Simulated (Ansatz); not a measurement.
Cu$_{3}$Ge in space group Pmmn (No. 59; Cu on 2b, Cu on 4e, Ge on 2a) at seven volumes, the program Ansatz at the PBEsol level (PAW), shape and atoms relaxed at each. One row is withheld.

```json
[
 {"V (Å³/atom)": "11.117", "P (GPa)": "17.79"},
 {"V (Å³/atom)": "11.483", "P (GPa)": "10.75"},
 {"V (Å³/atom)": "11.850", "P (GPa)": "?"},
 {"V (Å³/atom)": "12.216", "P (GPa)": "0.00"},
 {"V (Å³/atom)": "12.583", "P (GPa)": "-4.06"},
 {"V (Å³/atom)": "12.949", "P (GPa)": "-7.45"},
 {"V (Å³/atom)": "13.316", "P (GPa)": "-10.27"}
]
```

Fit the shown pressures and predict the withheld one.

Third-order Birch–Murnaghan: P = (3/2)B₀(x^(7/2) − x^(5/2))[1 + (3/4)(B′ − 4)(x − 1)] with x = (V₀/V)^(2/3). Least squares on the six rows gives V₀ = 12.216 Å³/atom, B₀ = 148.3 GPa, B′ = 5.09. At V = 11.850, x = 1.0205 and P = 4.87 GPa. The run itself gave 4.88 GPa.

The workflow started from a Materials Project entry (that database holds measured and hypothetical structures alike); the Crystallography Open Database copy checked does not list it. Its standing as an ambient phase is unchecked. The cell was relaxed with PBEsol under the symmetry of its start; whether a distortion lowers the energy is not shown. The run is not spin-polarised.

Potentials: the later of the program's two PAW sets.
